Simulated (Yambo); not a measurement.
Yambo run on Ca$_{2}$OsH$_{6}$ (space group Fm-3m, No. 225). The wavefunctions are norm-conserving LDA (Quantum ESPRESSO, 74 Ry, scalar-relativistic) ones on a 4×4×4 mesh (21 occupied bands); a = b = c = 5.112 Å, α = β = γ = 60.00°.

Yambo input:

```
rim_cut
gw0
dyson
el_el_corr
HF_and_locXC
ppa
em1d
RandQpts= 1000000
RandGvec= 1 Ry
EXXRLvcs= 74 Ry
VXCRLvcs= 296 Ry
Chimod= "HARTREE"
% BndsRnXp
 5 | 177 |
%
NGsBlkXp= 8 Ry
% LongDrXp
 1.0 | 1.0 | 1.0 |
%
PPAPntXp= 27.2114 eV
% GbndRnge
 1 | 177 |
%
GTermKind= "none"
DysSolver= "n"
ExtendOut
% QPkrange
 7 | 7 | 21 | 22 |
 8 | 8 | 21 | 21 |
%
```

k points by index: 7 = X, 8 = W.

Resulting energies as the program prints them:

```
#    K-point    Band    Eo [eV]    E [eV]    E-Eo [eV]    Vxc [eV]    Vnlxc [eV]    Sc|Eo [eV]    Sc|E [eV]    dSc/dw|Eo [eV]    Re(Z)    Im(Z)
#
    7    21    -0.009376    -0.221600    -0.212224    -17.13116    -20.21962    2.820825    2.876239    -7.101780    0.793028    -0.001283
    7    22    2.536132    3.684201    1.148069    -13.91478    -9.046538    -3.472118    -3.720169    -5.878740    0.822340    -0.001142
    8    21    0.000000    -0.215010    -0.215010    -17.16404    -20.27160    2.836379    2.892550    -7.105647    0.792939    -0.001283
```
(The two width columns are left out.) Convergence of these settings isn't established.

Spin-orbit coupling is not included.

Geometry of the Materials Project entry, not relaxed at this level.

The structure is a Materials Project entry; no match was found in the copy of COD used, and its stability was not checked.
